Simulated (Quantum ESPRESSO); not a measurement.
C is taken in the monoclinic space group C2/m (No. 12), Pearson symbol mS4. Conventional cell: a = 4.2546 Å, b = 2.4566 Å, c = 3.7645 Å, α = γ = 90.00°, β = 111.49°. C on 4i sees 3 C at 1.418 Å (trigonal planar). (Neighbours: up to the widest gap in distance over summed covalent radii, below 1.35, at either atom.)
(The calculation used a cell of 2 atoms; values per cell refer to that cell.)

The geometry is that of Materials Project entry mp-169, symmetrised and not relaxed again.

Question: What does LDA (pw.x of Quantum ESPRESSO, ONCV potentials, no spin-orbit coupling) give for the electronic structure near the Fermi level?

Answer: The LDA gap is direct, 0.39 eV at 15 % of the way from X to Γ. Another valence extremum on the path lies within 0.02 eV, too close to call. 

This is not the ordinary phase of the substance; no match was found in the copy of COD used, and its stability was not checked.

The distance between layers or molecules is the database entry's, not relaxed here. Functionals without dispersion can leave it too large, which widens gaps and weakens the response across layers: the numbers belong to this cell.
